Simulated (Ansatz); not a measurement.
## ¹⁴N nuclear quadrupole resonance in HgC2S2N2

Cell: an entry of the Crystallography Open Database (COD), its atoms then relaxed with PBE in this cell.

Space group C2/m (No. 12); a = 10.8780, b = 4.0420, c = 6.4350 Å, β = 95.28°.

| site | Wyckoff | site symmetry | x | y | z |
| --- | --- | --- | --- | --- | --- |
| Hg | 2a | 2/m | 0.0000 | 0.0000 | 0.0000 |
| C | 4i | m | 0.2662 | 0.0000 | 0.2232 |
| S | 4i | m | 0.1321 | 0.0000 | 0.3260 |
| N | 4i | m | 0.3635 | 0.0000 | 0.1568 |

One atom of each set is listed; the run and its k-mesh use a cell of 7 atoms with edges of 5.80, 5.80, 6.44 Å.

Method: Kohn–Sham DFT in Ansatz, PBE, plane waves and PAW (field gradients read without the response of the frozen cores, which leaves them typically 4 to 6 % off), scalar-relativistic, 420 eV cutoff, Γ-centred 7×7×5 k-points, Fermi–Dirac smearing 0.02 eV.

¹⁴N: I = 1, Q = 20.44 mb (year-2017 value). Static lattice, zero field.

Task: The simulated lines lie at 0.519, 1.60, 2.12 MHz. What are |C_Q|, η and |V_zz| at N?

Result: For I = 1 the lines are ν± = (3/4)|C_Q|(1 ± η/3) and ν₀ = |C_Q|η/2. Here |C_Q| = 2.48 MHz, η = 0.42 and |V_zz| = 5.02 × 10²¹ V/m². The calculation gives V_zz negative; the lines don't show the sign. The site has 1 C at 1.18 Å; also 2 Hg at 2.75 Å.

At N V_zz points along its bond to C (within 1°).
